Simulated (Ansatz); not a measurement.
One crystal and one scan (generalised stacking-fault energy along a line) at two levels, PBE (plane waves to 420 eV, PAW, scalar-relativistic; Ansatz, a first-principles code) and r2SCAN (plane waves to 500 eV, PAW, scalar-relativistic; Ansatz), each from its own relaxed cell and on its own mesh. The cell shown is that of PBE.

Generalised stacking fault of KF (rock salt) on the {100} plane. The cell below holds the perfect crystal with the plane normal along z; tilting its third vector by the shift puts one fault into each cell, between planes 2.71 Å apart, at fixed cell height.

```
KF
1.0
    3.83307     0.00000     0.00000
    0.00000     3.83307     0.00000
    1.91653     1.91653     8.13116
F K
3 3
Direct
  0.00000   0.00000   0.83333
  0.33333   0.33333   0.16667
  0.66667   0.66667   0.50000
  0.50000   0.50000   0.83333
  0.83333   0.83333   0.16667
  0.16667   0.16667   0.50000
```

In-plane vectors a = (3.833, 0.000) Å, b = (0.000, 3.833) Å, area 14.69 Å². The shift is s times the vector a (length 3.833 Å), so s = 1 restores the start. The shift is rigid: no atom relaxes. γ = [E(shift) − E(0)] / area.

E is the zero-smearing estimate. KF was relaxed with its symmetry unable to fall. Faults lie only 8.0 Å apart, and holding the cell height and the atoms raises γ above its relaxed value. Faults lie only 8.1 Å apart, and holding the cell height and the atoms raises γ above its relaxed value. Percentages come from the unrounded values. Both scans cover s from 0.000 to 0.917.

```json
[
 {"quantity": "Lattice constant a (Å)", "PBE": "5.421", "r2SCAN": "5.318", "PBE − r2SCAN": "+0.103 (+1.9 %)"},
 {"quantity": "Band gap of the relaxed cell, no spin-orbit coupling (eV)", "PBE": "5.96", "r2SCAN": "6.91", "PBE − r2SCAN": "-0.95 (-14 %)"},
 {"quantity": "Highest computed γ on the line (mJ/m²)", "PBE": "420", "r2SCAN": "400", "PBE − r2SCAN": "+20 (+5.1 %)"},
 {"quantity": "Steepest slope dγ/d(shift) before the first maximum (spline) (GPa)", "PBE": "3.5", "r2SCAN": "3.4", "PBE − r2SCAN": "+0.1 (+2 %)"}
]
```

PBE gives the higher value for: lattice constant a; highest computed γ on the line. PBE gives the lower value for: band gap of the relaxed cell, no spin-orbit coupling. Both give the same position of the highest point: s = 0.500.

γ (mJ/m²), each from zero shift of its own level:

```
s      PBE  r2SCAN
-----  ---  ------
0.000    0       0
0.083   25      22
0.167   95      86
0.250  197     182
0.333  306     287
0.417  389     369
0.500  420     400
0.583  389     369
0.667  306     287
0.750  197     182
0.833   95      86
0.917   25      22
```

(The slope of γ gives the shear force per area between the displaced halves; near zero shift its curvature is an elastic stiffness.)
